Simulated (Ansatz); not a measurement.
**HfB₂: do energies and stresses tell the same story?**

Method: DFT PBEsol, scalar-relativistic, plane waves, PAW in Ansatz 0.2.0.

Settings: cutoff 420 eV, Γ-centred mesh 18×18×12 on the computed 3-atom cell, Gaussian smearing of 0.10 eV; no spin polarisation.

Relaxed cell: P6/mmm, a = 3.128 Å, b = 3.128 Å, c = 3.446 Å, α = 90.00°, β = 90.00°, γ = 120.00°, 3 atoms in the primitive cell. Whether it is the stable form of this composition wasn't checked.

Energies at zero smearing and pressures from the stress tensor, at volumes with shape and atoms relaxed:
```
V (Å³/atom) E − E(first) (meV/atom) P (GPa)
      8.565                     0.00    42.65
      8.857                   -65.41    29.48
      9.149                  -108.54    18.14
      9.441                  -132.48     8.38
      9.732                  -139.89    -0.04
     10.024                  -133.03    -7.31
     10.316                  -113.85   -13.58
     10.706                   -71.98   -20.63
```

Task: Check P = −dE/dV between neighbouring volumes, and get the bulk modulus from the pressures alone.

Result: With 1 eV/Å³ = 160.2 GPa:
```tsv
middle V (Å³/atom)	−ΔE/ΔV (GPa)	mean P (GPa)
8.711	35.893	36.061
9.003	23.666	23.809
9.295	13.139	13.263
9.586	4.065	4.173
9.878	-3.765	-3.671
10.170	-10.527	-10.445
10.511	-17.231	-17.109
```

The two differ by 0.17 GPa at most. The mean of two end pressures misses the average over a step by about ΔV² P″/12, up to 0.16 GPa here; with that taken off 0.01 GPa remains. Around V = 9.732 Å³/atom, the two neighbours give B = −V ΔP/ΔV = 9.732 × 15.69 / 0.584 = 261.5 GPa, against B0 = 260.6 GPa from the Birch–Murnaghan fit of the energies.

Spin–orbit coupling is left out, which can shift energies with elements as heavy as these.